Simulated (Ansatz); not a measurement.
**BaTiO$_{3}$: hydrostatic pressure series**

All numbers below come from DFT PBE+U, scalar-relativistic, plane waves, PAW in Ansatz. Run with 420 eV cutoff, 8×8×8 k-mesh, Gaussian smearing of 0.02 eV, no spin polarisation, U_eff Ti 4.0 eV on d shells.

The relaxed crystal:

```xyz
5
Lattice="4.0110 0.0000 0.0000 0.0000 4.0110 0.0000 0.0000 0.0000 4.1257" Properties=species:S:1:pos:R:3 pbc="T T T"
Ba    2.0055    2.0055    2.4128
Ti    0.0000    0.0000    0.4094
O     0.0000    2.0055    0.2615
O     2.0055    0.0000    0.2615
O     0.0000    0.0000    2.2658
```

Cell and atoms are relaxed at each pressure within the symmetry of the start, at zero temperature, so transitions that lower the symmetry aren't seen. The k-mesh given is that at zero pressure and may differ at others. a, b and c are the lengths of the cell vectors above. Gaps are Kohn–Sham gaps over the whole zone.

Spin-orbit coupling is left out, which matters for the bands and energies of heavy elements.

```csv
P (GPa),V (Å³/atom),V/V0,a (Å),b (Å),c (Å)
-1,13.43,1.012,4.015,4.015,4.165
0,13.28,1.000,4.011,4.011,4.126
1,13.15,0.991,4.007,4.007,4.095
4,12.82,0.966,3.992,3.992,4.022
12,12.26,0.924,3.943,3.943,3.943
25,11.61,0.875,3.872,3.872,3.872
50,10.72,0.807,3.770,3.770,3.770
90,9.77,0.736,3.655,3.655,3.655
```

(1) Does the structure keep its space group?

(2) Which cell vector or vectors give way most up to 90 GPa?

(3) What does pressure do to the gap?

Results:

(1) No: P4mm (99) at -1 GPa, P4mm (99) at 0 GPa, P4mm (99) at 1 GPa, P4mm (99) at 4 GPa, Pm-3m (221) at 12 GPa, Pm-3m (221) at 25 GPa, Pm-3m (221) at 50 GPa, Pm-3m (221) at 90 GPa.

(2) c: the changes are a -8.9 %, b -8.9 %, c -11.4 %.

(3) The gaps are 2.27 eV at -1 GPa, 2.27 eV at 0 GPa, 2.27 eV at 1 GPa, 2.29 eV at 4 GPa, 2.38 eV at 12 GPa, 2.52 eV at 25 GPa, 2.59 eV at 50 GPa, 2.58 eV at 90 GPa.

Symmetry holds off the tilts and polar distortions that many cubic perovskites undergo.

Cost: 8 runs of about 11 core-minutes in all, on Arm Neoverse V2 (shared hosts).